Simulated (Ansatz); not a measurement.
TeH2O4: ¹⁷O NMR of the central transition

Cell: a Materials Project structure (computed, not necessarily an observed phase), atoms as given.

Space group P2_1/c (No. 14); a = 5.8950, b = 4.8531, c = 5.2249 Å, β = 116.15°.

```csv
site,Wyckoff,site symmetry,x,y,z
Te,2a,-1,0.0000,0.5000,0.5000
H,4e,1,0.6084,0.2597,0.1980
O7,4e,1,0.6634,0.3650,0.3760
O11,4e,1,0.1107,0.1867,0.3585
```

One atom of each set is listed.

All values are calculated (Ansatz; DFT, PBE, plane waves and PAW (field gradients read without the response of the frozen cores, which leaves them typically 4 to 6 % off), with spin–orbit coupling, 420 eV cutoff, Γ-centred 4×4×5 k-points, Fermi–Dirac smearing 0.02 eV), not measured.

¹⁷O has I = 5/2 and Q = -25.58 mb (Pyykkö 2018); at 11.7 T its Larmor frequency is ν₀ = 67.6 MHz. Only the quadrupole interaction is simulated: positions count from each site's isotropic chemical shift, and shift anisotropy, dipolar and J coupling are left out.

Problem. Give C_Q, η, the quadrupolar product P_Q = |C_Q|(1 + η²/3)^½, the second-order isotropic shift and the breadth of the pattern (static powder) for each O site.

Solution. 

```tsv
site	first shell	C_Q (MHz)	η	P_Q (MHz)	δ_QIS (ppm)	breadth (kHz)
O7	1 H at 0.98 Å, 1 Te at 1.91 Å; also 1 H at 1.94 Å	8.79	0.80	9.67	-123	61.7
O11	2 Te at 1.92–1.93 Å, angle 136°	-9.57	0.54	10.0	-132	63.1
```

δ_QIS = −(ν_Q²/30ν₀²)[I(I+1) − 3/4](1 + η²/3) × 10⁶ ppm with ν_Q = 3|C_Q|/[2I(2I−1)]; it falls as 1/B₀² in ppm, and the breadth as 1/B₀ in kHz.

At O11 V_zz runs parallel to the line that joins its two neighbours (within 1°).

At this cell the PBE pressure is 9 GPa, so with PBE the cell would grow if it were relaxed. The entry's cell may itself be off. The largest force is 0.6 eV/Å, so the atoms aren't at the calculated equilibrium and relaxing them would move these values.

The run took 1.9 min of wall time (1.9 min of CPU time) and 1.1 GiB at its peak, on 1 thread of Intel Xeon Platinum 8488C (Sapphire Rapids) (x86_64; 16 cores open to the job, memory cap 3.0 GiB, no GPU), a shared host with a load of 0.4 a core.
